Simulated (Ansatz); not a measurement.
TiSi2 in space group Cmcm (No. 63; Si on 4c, Si on 4c, Ti on 4c) at seven volumes, DFT-PBEsol in the program Ansatz with PAW potentials, shape and atoms relaxed at each. One row is withheld.

| V (Å³/atom) | P (GPa) |
|---|---|
| 12.653 | ? |
| 13.070 | 9.74 |
| 13.487 | 4.50 |
| 13.904 | 0.00 |
| 14.322 | -3.79 |
| 14.739 | -7.02 |
| 15.156 | -9.81 |

Problem. Fit the shown pressures and predict the withheld one.

Solution. P = (3/2)B₀(x^(7/2) − x^(5/2))[1 + (3/4)(B′ − 4)(x − 1)] with x = (V₀/V)^(2/3). Least squares on the six rows gives V₀ = 13.906 Å³/atom, B₀ = 137 GPa, B′ = 4.35. At V = 12.653, x = 1.0650 and P = 15.89 GPa. The run itself gave 15.89 GPa.

The cell was relaxed with PBEsol under the symmetry of its start. No spin polarisation was allowed.

Potentials: the later of the program's two PAW sets.
